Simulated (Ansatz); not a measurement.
## Profile along the N–W line in W3N4 (space group Pm-3m)

W₃N₄ (space group Pm-3m)

```cif
data_N4W3
_chemical_formula_sum 'N4 W3'
_space_group_name_H-M_alt 'Pm-3m'
_space_group_IT_number 221
_space_group_name_Hall '-P 4 2 3'
_cell_length_a 4.17923
_cell_length_b 4.17923
_cell_length_c 4.17923
_cell_angle_alpha 90.000
_cell_angle_beta 90.000
_cell_angle_gamma 90.000
loop_
_atom_site_label
_atom_site_type_symbol
_atom_site_symmetry_multiplicity
_atom_site_Wyckoff_symbol
_atom_site_fract_x
_atom_site_fract_y
_atom_site_fract_z
_atom_site_occupancy
N1 N 1 b 0.50000 0.50000 0.50000 1
N2 N 3 d 0.00000 0.00000 0.50000 1
W1 W 3 c 0.00000 0.50000 0.50000 1
```

Fields along a shortest N–W line of a {110} plane (2.09 Å), from N to W, interpolated on the slice's grid (step about 0.2 Å). Computed with PBEsol (plane waves to 420 eV, PAW, scalar-relativistic; Ansatz, an electronic-structure program). k mesh 11×11×11. Near the nuclei the fields are pseudised (PAW); where an atom keeps semicore shells as valence, they peak there. Spin-orbit coupling is left out, though W is heavy. W3N4 is run without spin polarisation. W3N4 was relaxed with its symmetry unable to fall.

```csv
distance from N (Å),valence electron density (e/Å³),electron localisation function
0.00,3.58,x
0.21,3.56,x
0.42,2.88,0.66
0.63,1.60,0.81
0.84,0.90,0.59
1.04,0.74,0.23
1.25,1.40,0.34
1.46,3.37,0.66
1.67,5.20,0.57
1.88,4.65,x
2.09,3.53,x
```

x: too close to a nucleus for the ELF to mean much.

Density on the N–W line (2.09 Å) at its density minimum, 1.0 Å from N: 0.73 e/Å³. ELF at that point: 0.3.
